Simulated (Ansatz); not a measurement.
# Mg2MnIn3S8: field gradients at two levels of theory

Cell: a computed structure from the Materials Project (it need not be an observed phase), atoms as given.

Space group R-3m:H (No. 166); a = 7.6448, c = 18.4332 Å, γ = 120.00°.

```
site  Wyckoff  site symmetry       x       y       z
  Mg       6c             3m  0.0000  0.0000  0.8762
  Mn       3b            -3m  0.0000  0.0000  0.5000
  In       9e           .2/m  0.6667  0.8333  0.3333
  S7      18h             .m  0.6961  0.8480  0.5805
  S9       6c             3m  0.0000  0.0000  0.2574
```

One atom of each set is listed; the run and its k-mesh use a cell of 14 atoms with edges of 7.57, 7.57, 7.57 Å.

First run. Computed with Ansatz: DFT, PBE, plane waves and PAW, scalar-relativistic, collinear spin, 420 eV cutoff, Γ-centred 6×6×6 k-points, Fermi–Dirac smearing 0.05 eV. Start moments as typed (μB): 4 on each Mn, none on the rest.

| site | V_zz (10²¹ V/m²) | η | m (μB) |
| --- | --- | --- | --- |
| Mg | 0.16 | 0.00 | 0.01 |
| Mn | 0.26 | 0.00 | 3.65 |
| In | -1.90 | 0.97 | 0.01 |
| S7 | 1.90 | 0.18 | -0.02 |
| S9 | -0.89 | 0.00 | 0.03 |

Second run. The same atoms and settings, except that a Hubbard term is added (U = 3.9 eV on Mn d).

**Question.** Given the first result, estimate the second.

**Answer.** 

```json
{"site": "Mg", "V_zz": "0.17", "η": "0.00", "change of V_zz": "+0.01", "m (μB)": "0.00"}
{"site": "Mn", "V_zz": "0.084", "η": "0.00", "change of V_zz": "-0.17", "m (μB)": "4.11"}
{"site": "In", "V_zz": "2.12", "η": "0.88", "change of V_zz": "–", "m (μB)": "0.01"}
{"site": "S7", "V_zz": "2.13", "η": "0.26", "change of V_zz": "+0.23", "m (μB)": "-0.07"}
{"site": "S9", "V_zz": "-0.83", "η": "0.00", "change of V_zz": "+0.06", "m (μB)": "0.01"}
```

The largest change of V_zz along a kept axis is on S7, from 1.90 to 2.13. On In the largest principal value lies along another axis in the second run, so the two V_zz can't be compared directly. The absolute magnetisation of the cell goes from 4.4 to 5.1 μB.

The run finds no gap above 0.1 eV (a metal, or nearly one), so the gradients can move by 10 % or more with the k-mesh. Without spin–orbit coupling (the program notes it for In) the gradients can shift somewhat, as the gap is small. All moments are parallel here, as the start or the cell imposes; many such compounds order antiparallel, where fields and spin densities carried over to other atoms largely cancel. The magnetic order is the one that the run reached from its start moments, not necessarily the measured one.
For the first run: Semilocal functionals can leave a metal where correlation in the d or f shell opens a gap in the real compound, and that would change the values at and beside Mn.
For the second run: The largest force is 0.5 eV/Å, so the atoms aren't at the calculated equilibrium and relaxing them would move these values. Semilocal functionals make gaps too small and can close them, so the real compound need not be a metal.
